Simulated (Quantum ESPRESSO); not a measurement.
# Moving one atom in AlSi3NC3

These are calculations, not measurements. They come from pw.x of Quantum ESPRESSO 7.5, a plane-wave density functional program, with PseudoDojo standard norm-conserving files (v0.5 for PBE, v0.4.1 for LDA and PBEsol). The cells are made up: elements, strain and atom displacements were drawn at random, and nothing was relaxed. There is no spin polarisation, spin-orbit coupling or dispersion term.

The cell has 8 sites of a wurtzite lattice (rectangular cell). Sites 1 to 4 hold Al Si Si Si; sites 5 to 8 hold N C C C. Cell vectors in Å: (3.042, 0.000, 0.000); (0.000, 5.269, 0.000); (0.000, 0.000, 4.968). Settings: PBE, cutoff 1143 eV, 6 x 4 x 4 k mesh shifted by half a step, Fermi-Dirac smearing of 0.025 eV.

Each run shifts the Si atom on site 2 along y and leaves all else fixed. Site 7 is one of its nearest neighbours. E is the free energy of the cell above the lowest run shown. The last column is band 17 less band 16 at Gamma, from a band step after each run.

| run | shift (Å) | Fy on site 2 (eV/Å) | Fy on site 7 (eV/Å) | P (GPa) | E (meV) | level step at Gamma (eV) |
| --- | --- | --- | --- | --- | --- | --- |
| 1 | -0.0817 | 2.259 | 1.462 | 14.97 | 84.3 | 1.005 |
| 2 | -0.0749 | 2.047 | 1.560 | 14.93 | 69.7 | 1.019 |
| 3 | 0.0087 | -0.311 | 2.505 | 14.71 | 0.0 | 1.084 |
| 5 | 0.0389 | -1.065 | 2.745 | 14.77 | 20.9 | 1.070 |
| 6 | 0.0657 | -1.694 | 2.919 | 14.87 | 57.9 | 1.051 |
| 7 | 0.0744 | -1.891 | 2.969 | 14.92 | 73.5 | 1.043 |
| 4 | 0.0269 | ? | ? | ? | ? | ? |

A rerun of one of these cells at 1437 eV and k mesh 8 x 6 x 6 moved values by no more than 0.003 eV in the cell's energy, 0.09 GPa in stress and 0.005 eV/Å in force.

## Worked fit

A parabola through the six runs shown gives Fy on site 2 = -0.083 - 26.37 u + 27.9 u² eV/Å, with u in Å and a scatter of 0.002 eV/Å. Minus the slope, 26.37 ± 0.13 eV/Å², is this atom's force constant along y at u = 0, with its periodic images moving too. The fitted force vanishes at u = -0.003 Å, where the energy should be lowest along this line. The error is the larger of the fit's own and the change that a cubic makes, rounded up.

## Withheld run

Question: what Fy on site 2 should run 4 give?

The fit gives -0.772 eV/Å. The calculation gave -0.771 eV/Å.

| run | shift (Å) | Fy on site 2 (eV/Å) | Fy on site 7 (eV/Å) | P (GPa) | E (meV) | level step at Gamma (eV) |
| --- | --- | --- | --- | --- | --- | --- |
| 4 | 0.0269 | -0.771 | 2.655 | 14.74 | 9.9 | 1.077 |